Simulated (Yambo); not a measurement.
Absorption of CsCaF3 (cubic perovskite, space group Pm-3m, No. 221) with and without the electron-hole interaction (Yambo, PBEsol bands; 8×8×8 mesh, 9 valence and 3 conduction bands, static screening with 54 bands and a 3 Ry block, scissor 3.31 eV, Tamm-Dancoff; field along x).

| E (eV) | Im ε, BSE | Im ε, independent quasiparticles |
|---|---|---|
| 8.45 | 0.11 | 0.02 |
| 8.50 | 0.12 | 0.02 |
| 8.55 | 0.13 | 0.02 |
| 8.60 | 0.14 | 0.02 |
| 8.65 | 0.16 | 0.02 |
| 8.70 | 0.17 | 0.02 |
| 8.75 | 0.20 | 0.02 |
| 8.80 | 0.22 | 0.02 |
| 8.85 | 0.26 | 0.02 |
| 8.90 | 0.30 | 0.02 |
| 8.95 | 0.35 | 0.02 |
| 9.00 | 0.42 | 0.02 |
| 9.05 | 0.51 | 0.02 |
| 9.10 | 0.64 | 0.02 |
| 9.15 | 0.82 | 0.02 |
| 9.20 | 1.09 | 0.03 |
| 9.25 | 1.47 | 0.03 |
| 9.30 | 2.02 | 0.03 |
| 9.35 | 2.69 | 0.03 |
| 9.40 | 3.20 | 0.03 |
| 9.45 | 3.14 | 0.03 |
| 9.50 | 2.58 | 0.03 |
| 9.55 | 1.96 | 0.03 |
| 9.60 | 1.50 | 0.04 |
| 9.65 | 1.19 | 0.04 |
| 9.70 | 1.02 | 0.04 |
| 9.75 | 0.94 | 0.04 |
| 9.80 | 0.94 | 0.04 |
| 9.85 | 1.01 | 0.05 |
| 9.90 | 1.13 | 0.05 |
| 9.95 | 1.23 | 0.05 |
| 10.00 | 1.24 | 0.06 |
| 10.05 | 1.20 | 0.06 |
| 10.10 | 1.22 | 0.07 |
| 10.15 | 1.34 | 0.08 |
| 10.20 | 1.57 | 0.09 |
| 10.25 | 1.87 | 0.10 |
| 10.30 | 2.14 | 0.12 |
| 10.35 | 2.38 | 0.14 |
| 10.40 | 2.65 | 0.15 |
| 10.45 | 2.90 | 0.17 |
| 10.50 | 3.00 | 0.20 |
| 10.55 | 2.97 | 0.24 |
| 10.60 | 2.75 | 0.28 |
| 10.65 | 2.31 | 0.31 |
| 10.70 | 1.83 | 0.33 |
| 10.75 | 1.48 | 0.36 |
| 10.80 | 1.27 | 0.39 |
| 10.85 | 1.16 | 0.41 |
| 10.90 | 1.08 | 0.41 |
| 10.95 | 1.01 | 0.41 |
| 11.00 | 0.99 | 0.43 |
| 11.05 | 1.04 | 0.45 |
| 11.10 | 1.12 | 0.46 |
| 11.15 | 1.12 | 0.46 |
| 11.20 | 1.02 | 0.47 |
| 11.25 | 0.91 | 0.50 |
| 11.30 | 0.84 | 0.54 |
| 11.35 | 0.80 | 0.60 |
| 11.40 | 0.74 | 0.67 |
| 11.45 | 0.65 | 0.71 |
| 11.50 | 0.58 | 0.74 |
| 11.55 | 0.55 | 0.76 |
| 11.60 | 0.55 | 0.79 |
| 11.65 | 0.54 | 0.80 |
| 11.70 | 0.49 | 0.80 |
| 11.75 | 0.43 | 0.83 |
| 11.80 | 0.39 | 0.89 |

The scissor comes from a G0W0 run whose convergence isn't established. Broadening 0.15 eV. The band window holds all transitions up to 11.8 eV. Fine structure above the onset can come from the mesh.

The cell is held in this high symmetry; tilts and polar distortions were not searched.

Geometry of the Materials Project entry, not relaxed at this level; primitive cell a = b = c = 4.521 Å, α = β = γ = 90.00°.

The structure is a Materials Project entry; no match was found in the copy of COD used, and its stability was not checked.
